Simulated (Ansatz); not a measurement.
The calculation used Ansatz 0.2.0, DFT PBE, scalar-relativistic, plane waves, PAW. Settings: cutoff 420 eV, Γ-centred meshes spaced at most about 0.3 Å⁻¹, and about 0.25 Å⁻¹ or finer for metals (2π included), Gaussian smearing. No spin polarisation in the final relaxations.

Temperature and zero-point effects are left out.

Two relaxed structures of LuSi2Ge3:

A.

```yaml
crystal:
  lattice:
    - [3.42690, 1.97852, 3.08776]
    - [-3.42690, 1.97852, 3.08776]
    - [0.00000, -3.95704, 3.08776]
  atoms:
    - { symbol: Lu, position: [0.50000, 0.50000, 0.50000] }
    - { symbol: Si, position: [0.80670, 0.80670, 0.80670] }
    - { symbol: Si, position: [0.19330, 0.19330, 0.19330] }
    - { symbol: Ge, position: [0.28019, 0.71981, 0.00000] }
    - { symbol: Ge, position: [0.00000, 0.28019, 0.71981] }
    - { symbol: Ge, position: [0.71981, 0.00000, 0.28019] }
```

B.

```yaml
crystal:
  lattice:
    - [5.61225, 0.00000, 0.00000]
    - [-2.80612, 4.86035, 0.00000]
    - [0.00000, 0.00000, 7.51025]
  atoms:
    - { symbol: Lu, position: [0.00000, 0.00000, 0.50000] }
    - { symbol: Si, position: [0.00000, 0.00000, 0.14568] }
    - { symbol: Si, position: [0.00000, 0.00000, 0.85432] }
    - { symbol: Ge, position: [0.50000, 0.00000, 0.50000] }
    - { symbol: Ge, position: [0.00000, 0.50000, 0.50000] }
    - { symbol: Ge, position: [0.50000, 0.50000, 0.50000] }
```

**Question.** Which would you expect to be lower, and how large is the difference?

**Answer.** A is lower, by 0.51 eV/atom. A has space group R32 (No. 155), 20.9 Å³/atom and no gap on its mesh; B has space group P6/mmm (No. 191), 34.1 Å³/atom and no gap. B holds Si–Si pairs (shortest 2.19 Å); in A the shortest Si–Si distance is 3.58 Å. The denser one is the lower, and pressure would at first widen the difference. Even the lower one lies +0.12 eV/atom against the reference forms of the elements (uncorrected), so neither is stable at this level. In A, Lu has 2 Si at 2.84 Å and 6 Ge at 2.93 Å; around Si lie 3 Ge at 2.63 Å, 3 Ge at 2.80 Å and 1 Lu at 2.84 Å; Ge has 2 Si at 2.63 Å, 2 Si at 2.80 Å, 2 Lu at 2.93 Å and 4 Ge at 3.15–3.33 Å. In B, Lu has 2 Si at 2.66 Å and 6 Ge at 2.81 Å; Si is surrounded by 1 Si at 2.19 Å and 1 Lu at 2.66 Å; around Ge lie 2 Lu at 2.81 Å and 4 Ge at 2.81 Å. Both come from invented guesses.

A magnetic state wasn't ruled out in cells without spin, among them R32, P6/mmm. Cells relaxed within their symmetry can be saddle points.
